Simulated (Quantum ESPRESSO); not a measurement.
# AlW2InCu4: one composition in several site orders

Simulated, not a measurement. The program is pw.x of Quantum ESPRESSO 7.5 (plane-wave density functional theory). The cell is made up: eight metal atoms on a face-centred cubic lattice, with elements, volume, strain and displacements drawn at random and not relaxed, so it may be unstable or far from any real phase. PseudoDojo standard norm-conserving files set the functional (PBE unless stated); there is no spin polarisation or spin-orbit coupling, the Fermi-Dirac width of 0.25 eV means electrons at about 2900 K, and the masses in the input are unused placeholders. The copper pseudopotential is less sure than most, with forces differing by about three percent and pressure by about two GPa from a second method on plain copper. Heavy elements are run without spin-orbit coupling, which real alloys of them have. A spin test at this wide smearing found no moment, but such smearing suppresses magnetism that the real alloy may have.

The runs put one composition on the sites in different orders. Cell, positions, cutoff, mesh and smearing stay as in the input of run 1; sites are counted in its order. Stress in the tables is positive in tension.

Input of run 1:

```
&control calculation='scf', pseudo_dir='./dojo.nc.sr.pbe.v0_5.standard.upf', outdir='./o', disk_io='minimal', tprnfor=.true., tstress=.true. /
&system ibrav=0, nat=8, ntyp=4, nbnd=70, ecutwfc=92.02030273, nosym=.true., tot_charge=0,
 occupations='smearing', smearing='fd', degauss=0.0183746611
/
&electrons conv_thr=1.470e-08, electron_maxstep=70, mixing_beta=0.5 /
ATOMIC_SPECIES
Al 1.0 Al.upf
Cu 1.0 Cu.upf
In 1.0 In.upf
W 1.0 W.upf
CELL_PARAMETERS angstrom
1.874 3.8363 1.8849
1.8803 -3.8516 1.9091
3.8488 0.0089 -3.8886
ATOMIC_POSITIONS angstrom
Al -0.0091 -0.1191 -0.0052
W 1.8972 0.0324 -1.888
In 2.0034 -1.8445 -0.0304
Cu 3.8869 -1.8315 -1.8578
W 1.9331 1.8573 0.0921
Cu 3.8304 1.983 -2.0367
Cu 1.8814 0.1384 2.0482
Cu 3.7056 0.035 -0.0866
K_POINTS automatic
5 5 4 1 1 1
```

```
run  elements on sites 1 to 8  free energy less that of run 1 (eV)  -TS (eV)  pressure (GPa)  stress xx (GPa)  stress yy (GPa)  stress zz (GPa)  stress yz (GPa)  stress xz (GPa)  stress xy (GPa)  iterations
  1     Al W In Cu W Cu Cu Cu                                0.000    -0.891           13.45           -15.70           -11.38           -13.26             4.14            -5.80             5.63          16
  2     Al Cu W In W Cu Cu Cu                               -0.353    -0.930           10.55           -11.06            -8.87           -11.72            -0.39             3.53             1.11          17
  3     Al Cu Cu W W Cu Cu In                                0.893    -1.272           11.57           -10.68           -13.32           -10.72            -4.51            -2.55             2.63          17
  4     W Cu Cu Cu Al Cu In W                                1.016    -1.204           11.88           -13.79            -9.36           -12.48             0.25            -3.50             1.26          15
  5     Cu W W In Cu Cu Cu Al                               -0.159    -0.885           13.03           -15.53            -9.97           -13.60            -2.80             0.02            -1.85          15
  6     W W Al Cu Cu Cu In Cu                               -0.439    -0.983           11.35           -11.63           -12.13           -10.29            -0.53            -9.60            -1.05          16
```

Forces Fx Fy Fz (eV/Å):

```
site             run 1             run 2              run 3              run 4              run 5              run 6
   1   -0.93 1.25 1.32   0.21 1.47 -0.05     0.09 1.15 0.49     1.28 1.12 1.70    -0.08 0.74 0.11     1.69 1.63 1.19
   2  0.23 -0.13 -1.32  -0.03 0.00 -0.52  -0.34 -0.02 -0.68   -0.12 0.02 -0.76  -1.19 -0.14 -0.45  -0.26 -0.45 -0.85
   3  -0.13 -0.67 1.61  -1.37 -0.66 1.44   -0.73 -0.62 0.82    0.09 -0.65 0.08   -1.51 -0.97 1.49    0.60 -0.56 0.16
   4  0.21 -0.22 -0.68  0.13 -0.64 -1.04   0.34 -1.70 -2.04  -0.62 -0.49 -0.03   1.44 -0.77 -2.73   -0.41 -0.29 0.21
   5  -0.59 0.48 -2.08  -0.15 0.39 -1.27   -1.93 1.62 -0.61   -0.14 0.94 -2.00   -0.34 0.26 -0.42    0.01 0.19 -1.13
   6  -0.09 -0.13 0.42   0.03 -0.15 1.01    0.34 -0.05 0.63   -0.75 -0.45 0.88    0.48 -0.10 0.63   -0.80 -0.43 0.76
   7  -0.39 -0.52 0.29  0.32 -0.79 -0.55   0.21 -0.46 -0.44  -0.60 -0.27 -1.28   0.25 -0.44 -0.61  -1.47 -0.23 -0.99
   8   1.68 -0.06 0.45    0.86 0.38 0.97     2.02 0.07 1.83    0.86 -0.23 1.42     0.95 1.42 1.99     0.65 0.14 0.66
```

The sites are displaced and not relaxed, so the energy differences mix bonding between neighbours with strain and are not ordering energies. A rerun of one cell of this series at a higher cutoff and on a denser mesh moved values by no more than 0.009 eV in energy, 0.04 GPa in stress and 0.006 eV/Å in force, and a second program with other atomic files agreed on that cell to 2 % rms in force and 0.5 GPa in pressure.